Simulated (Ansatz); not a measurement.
InPt₃, DFT, PBEsol, all-electron LAPW, scalar-relativistic (Ansatz 0.2.0), run on 1 thread of Intel(R) Xeon(R) 6975P-C (Granite Rapids) on a shared host.

The cell is COD entry 9009698, as deposited and not checked against the literature; nothing was relaxed. The listed cell was then made from it by scaling, straining or moving an atom.

Command: `ansatz run input.yaml --threads 1 --pin off --max-ram 4096MiB --backend cpu --events-out ev --progress --plain --runs-dir out`

```yaml
crystal:
  lattice:
    - [3.934101501, 0.0, 0.0]
    - [0.0, 3.934101501, 0.0]
    - [0.0, 0.0, 3.934101501]
  atoms:
    - { symbol: In, position: [0.0, 0.0, 0.0] }
    - { symbol: Pt, position: [0.5, 0.5, 0.0] }
    - { symbol: Pt, position: [0.0, 0.5, 0.5] }
    - { symbol: Pt, position: [0.5, 0.0, 0.5] }
kpoints:
  mp_grid: { grid: [10, 10, 10] }
  band_path:
    path:
      - [0.0, 0.0, 0.0]
      - [0.0, 0.5, 0.0]
      - [0.5, 0.5, 0.0]
      - [0.0, 0.0, 0.0]
      - [0.5, 0.5, 0.5]
      - [0.0, 0.5, 0.0]
      - [0.5, 0.5, 0.5]
      - [0.5, 0.5, 0.0]
    npoints: 5
scf:
  occupations: { method: fermi_dirac, width: 0.05 }
hamiltonian:
  xc: pbesol
  pseudopotentials: { kind: all_electron, lapw: { basis_error: 0.0005 } }
output:
  forces: true
  stress: true
  eigenvalues: true
```

**Question.** How large is the problem that the program sets up?

**Answer.** 56 irreducible k-points, 691 plane waves at Γ, 89 bands.

**Question.** About how long does it take, and how much memory does it use?

**Answer.** 81 s of wall time for 11 SCF iterations, with a peak of 1.1 GiB. Times on shared machines scatter by tens of per cent.
